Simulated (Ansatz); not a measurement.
The relaxed structure here is a generated cell of Al: the first start was made by placing the elements on the sites of a structure type, and the end was not matched to a known phase here, so it may be hypothetical. Known forms of Al include space group No. 225.

A relaxed structure of Al. Space group Im-3m (No. 229), bcc (W type). Computed with r2SCAN (plane waves to 500 eV, PAW, scalar-relativistic; Ansatz, an electronic-structure program).

```cif
data_Al2
_chemical_formula_sum 'Al2'
_space_group_name_H-M_alt 'Im-3m'
_space_group_IT_number 229
_space_group_name_Hall '-I 4 2 3'
_cell_length_a 3.18861
_cell_length_b 3.18861
_cell_length_c 3.18861
_cell_angle_alpha 90.000
_cell_angle_beta 90.000
_cell_angle_gamma 90.000
loop_
_atom_site_label
_atom_site_type_symbol
_atom_site_symmetry_multiplicity
_atom_site_Wyckoff_symbol
_atom_site_fract_x
_atom_site_fract_y
_atom_site_fract_z
_atom_site_occupancy
Al1 Al 2 a 0.00000 0.00000 0.00000 1
```
(The calculation used a cell of 1 atom; values per cell refer to that cell.)

For Al, the volume per atom is 16.21 Å³ and the band gap comes out as no gap (metallic). The shortest distances comes out as Al–Al 2.76 Å and the k-mesh is 20×20×20.

No spin polarisation in the result.

The run could not lose the symmetry of its start, so the end can be a saddle point.

It was reached from a disturbed copy of a P6/mmm (No. 191) cell, against which it lies -0.03 eV/atom.
